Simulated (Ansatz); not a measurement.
Cs2IBrCl6:
```
CELL_PARAMETERS angstrom
      0.00000     5.62093     5.62093
      5.62093     0.00000     5.62093
      5.62093     5.62093     0.00000
ATOMIC_POSITIONS crystal
  Cs 0.25000 0.25000 0.25000
  Cs 0.75000 0.75000 0.75000
  I  0.00000 0.00000 0.00000
  Br 0.50000 0.50000 0.50000
  Cl 0.22909 0.77091 0.77091
  Cl 0.77091 0.22909 0.22909
  Cl 0.77091 0.22909 0.77091
  Cl 0.22909 0.77091 0.22909
  Cl 0.77091 0.77091 0.22909
  Cl 0.22909 0.22909 0.77091
```

Relaxed with r²SCAN. Special points in fractions of this cell's reciprocal vectors: Γ (0.000, 0.000, 0.000); X (0.500, 0.000, 0.500); U (0.625, 0.250, 0.625); K (0.375, 0.375, 0.750); L (0.500, 0.500, 0.500); W (0.500, 0.250, 0.750).

**Question.** List the band energies nearest the valence-band maximum at these points for DFT-r²SCAN in the program Ansatz with PAW potentials.

**Answer.** In eV from the valence-band maximum; about four levels below and three above (degenerate sets whole), none deeper than 8.9 eV; points with the same levels are listed once.

```
k                    below           above
-  -----------------------  --------------
Γ  -2.03 -1.64 -1.64 -1.64  1.82 1.82 1.82
X  -2.01 -1.35 -1.35 -1.14  1.68 1.75 1.75
U  -2.32 -1.20 -0.91 -0.71  1.43 1.45 1.70
L   -2.41 -0.46 -0.46 0.00  0.96 1.06 1.06
W  -2.25 -1.24 -1.24 -0.28  1.03 1.71 1.71
```

Space group Fm-3m. The first step of the workflow began from a Materials Project structure, measured or hypothetical; the Crystallography Open Database copy checked does not list it. Whether it is the stable phase at ambient conditions was not checked. The r²SCAN relaxation kept the symmetry of its start; whether a distortion lowers the energy is not shown. Scalar-relativistic: spin–orbit coupling is off unless named, which matters more the heavier the elements.

Potentials: the later of the program's two PAW sets.
